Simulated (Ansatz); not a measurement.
Relaxed-ion elastic tensor of InP (zinc blende, F-43m) in GPa (Voigt order), plane-wave PAW r²SCAN (Ansatz code); density 4.70 g/cm³, 25.77 Å³ per atom.

```
98.0  53.5  53.5   0.0   0.0   0.0
53.5  98.0  53.5   0.0   0.0   0.0
53.5  53.5  98.0   0.0   0.0   0.0
 0.0   0.0   0.0  45.9   0.0   0.0
 0.0   0.0   0.0   0.0  45.9   0.0
 0.0   0.0   0.0   0.0   0.0  45.9
```

Problem. Is the crystal mechanically stable?

Solution. Yes: the smallest eigenvalue of C is 44.5 GPa.

Problem. Work out the Voigt, Reuss and Hill averages.

Solution. K_V = 68.4, K_R = 68.4, K_H = 68.4; G_V = 36.4, G_R = 32.2, G_H = 34.3 GPa.

Problem. Give Young's modulus, Poisson's ratio, Pugh's ratio and the universal anisotropy index.

Solution. E = 9KG/(3K + G) = 88.2 GPa; ν = 0.29; K/G = 1.99 (ductile by the Pugh limit of 1.75); A_U = 5G_V/G_R + K_V/K_R − 6 = 0.65.

Problem. Estimate the sound speeds and the Debye temperature.

Solution. v_l = √((K + 4G/3)/ρ) = 4930 m/s, v_t = √(G/ρ) = 2700 m/s, mean 3010 m/s; Θ = (h/k)(3n/4πV)^(1/3) v_m = 304 K.

Problem. Give the Zener ratio and Young's modulus along [100], [110] and [111].

Solution. A = 2C44/(C11 − C12) = 2.06; 1/E = S11 − 2(S11 − S12 − S44/2)Γ with Γ = 0, 1/4, 1/3 gives 60.3, 92.4, 112 GPa.

The r²SCAN relaxation kept the symmetry of its start; of distortions, only those at the zone centre were tested.

Potentials: the earlier of the program's two PAW sets.
